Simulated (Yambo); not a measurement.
Convergence of the G0W0 gap of Na$_{3}$MoO$_{3}$F$_{3}$

G0W0@PBEsol for Na₃MoO₃F₃ (space group R3, No. 146) in Yambo. Reference settings: 2×2×2 Γ-centred k mesh, bands 5 to 203 and a 7 Ry block in the screening, 203 bands in G with the Bruneval-Gonze terminator, plasmon pole fitted at 27.2 eV. The PBEsol gap L → Z on this mesh is 4.09 eV; G0W0 gaps are taken between the same points.

```
change from the reference     G0W0 gap L → Z (eV)  shift of the valence edge (eV)        rough Yambo cost
----------------------------  -------------------  ------------------------------  ----------------------
reference settings                           7.23                           -1.22                       1
88 bands in G                                7.27                           -1.20                       –
wavefunctions cut at 25 Ry                   7.22                           -1.14  within a factor of two
no point-group symmetry                      7.23                           -1.22                about 2×
88 bands in G, no terminator                 7.47                           -0.62                       –
no terminator                                7.28                           -1.02                       –
```

The reference isn't shown to be the converged limit. Costs are rough (shared machines), scaled to the same edge states, and given only for runs that recompute the screening.

Spin-orbit splittings are left out.

Geometry of the Materials Project entry, not relaxed at this level; primitive cell a = 5.8061 Å, b = 5.8061 Å, c = 5.8061 Å, α = 57.29°, β = 57.29°, γ = 57.29°.

A shift is the quasiparticle energy of the state minus its PBEsol energy.
